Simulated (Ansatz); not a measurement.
A plane-wave DFT run in Ansatz 0.2.0 (scalar-relativistic PAW potentials unless the input names others): input and command.

```yaml
crystal:
  lattice:
    - [2.4575131255, 0.0, 0.0]
    - [-1.2287565627, 2.1282687968, 0.0]
    - [0.0, 0.0, 5.1709941107]
  atoms:
    - { symbol: B, position: [0.3333333333, 0.6666666667, 0.25] }
    - { symbol: B, position: [0.6666666667, 0.3333333333, 0.75] }
    - { symbol: "N", position: [0.3333333333, 0.6666666667, 0.75] }
    - { symbol: "N", position: [0.6666666667, 0.3333333333, 0.25] }
basis:
  ecutwfc: 420
kpoints:
  mp_grid: { grid: [12, 12, 4] }
hamiltonian:
  xc: lda
scf:
  occupations: { method: fermi_dirac, width: 0.15 }
output:
  forces: true
  eigenvalues: true
  stress: true
```

```bash
ansatz run input.yaml --threads 1 --pin off --max-ram 3072MiB --backend cpu --events-out ev --progress --plain --runs-dir out
```

Abridged log:
```
Basis set: ecut = 420 eV, 503 PW (Γ)
Bands: 12, of which v1, the nominal top of the filled ones, is band 8 counted from 1 (7 counted from 0)
Symmetry: 24 space group operations
k-points: 57 of 576
SCF iter   1: F=—  HF=-1052.322644 eV  |F-HF|=—  |Δ(HF+E_count)|=         —  Δρ=6.14e-3  dr2=6.77e-3  ethr=1.77e-3  ⟨swp⟩=4.8  Hψ=3636  notcnv=0
SCF iter   2: F=—  HF=-1052.321317 eV  |F-HF|=—  |Δ(HF+E_count)|=   1.33e-3  Δρ=2.32e-3  dr2=5.88e-4  ethr=4.23e-5  ⟨swp⟩=1.6  Hψ=1400  notcnv=0
SCF iter   3: F=—  HF=-1052.321181 eV  |F-HF|=—  |Δ(HF+E_count)|=   1.36e-4  Δρ=5.64e-4  dr2=3.20e-5  ethr=3.67e-6  ⟨swp⟩=1.0  Hψ=684  notcnv=0
SCF iter   4: F=—  HF=-1052.321174 eV  |F-HF|=—  |Δ(HF+E_count)|=   7.60e-6  Δρ=4.11e-5  dr2=1.54e-7  ethr=2.00e-7  ⟨swp⟩=1.6  Hψ=852  notcnv=0
SCF iter   5: F=-1052.321174 eV  HF=-1052.321174 eV  |F-HF|=3.74e-9  |Δ(HF+E_count)|=   1.75e-8  Δρ=5.65e-6  dr2=5.80e-9  ethr=9.64e-10  ⟨swp⟩=2.3  Hψ=1101  notcnv=0
SCF iter   6: F=-1052.321174 eV  HF=-1052.321174 eV  |F-HF|=6.64e-11  |Δ(HF+E_count)|=   1.34e-9  Δρ=8.81e-7  dr2=1.07e-10  ethr=3.62e-11  ⟨swp⟩=1.8  Hψ=2324  notcnv=0
SCF 1 converged in 6 iterations: F = -1052.321174 eV  dr2 = 1.07e-10
SCF converged after 6 iterations
Free energy (F): -1052.321174 eV
Harris-Foulkes:  -1052.321174 eV  (|F-HF|=6.64e-11)
Internal energy: -1052.321172 eV  (E = F + TS)
E sigma→0 (E₀):  -1052.321173 eV
Entropy (-TS):   -0.000001 eV ( 0.000 meV/atom)
Fermi energy:    10.217702 eV
--- Forces (eV/Å), atoms counted from 1 ---
  atom   1  B      0.00000000     0.00000000     0.00000000
  atom   2  B      0.00000000     0.00000000     0.00000000
  atom   3  N      0.00000000     0.00000000     0.00000000
  atom   4  N      0.00000000     0.00000000     0.00000000
--- Stress (GPa, compression-positive) ---
       21.999901       0.000000       0.000000
        0.000000      21.999901       0.000000
        0.000000       0.000000      21.997413
  P = ⅓ Tr σ = 21.9991 GPa (219.991 kbar)
```

Apart from outputs, empty bands and the relaxation, which only the reference makes, the input differs from a reference run on usual settings in scf.occupations.method: "fixed" → "fermi_dirac"; scf.occupations.width: not typed → 0.15. The reference, at the same geometry, ended its own course with pressure 22.00 GPa, largest force 0.000 eV/Å, gap on the mesh 3.70 eV. This run converged in 6 SCF iterations with an energy at zero smearing within 0.01 meV/atom of the reference's, pressure 22.00 GPa, largest force 0.000 eV/Å, gap on the mesh 3.70 eV.

The run took 1.6 s on 1 thread of Intel(R) Xeon(R) Platinum 8488C (Sapphire Rapids), with other jobs on the host, peak memory 0.33 GiB.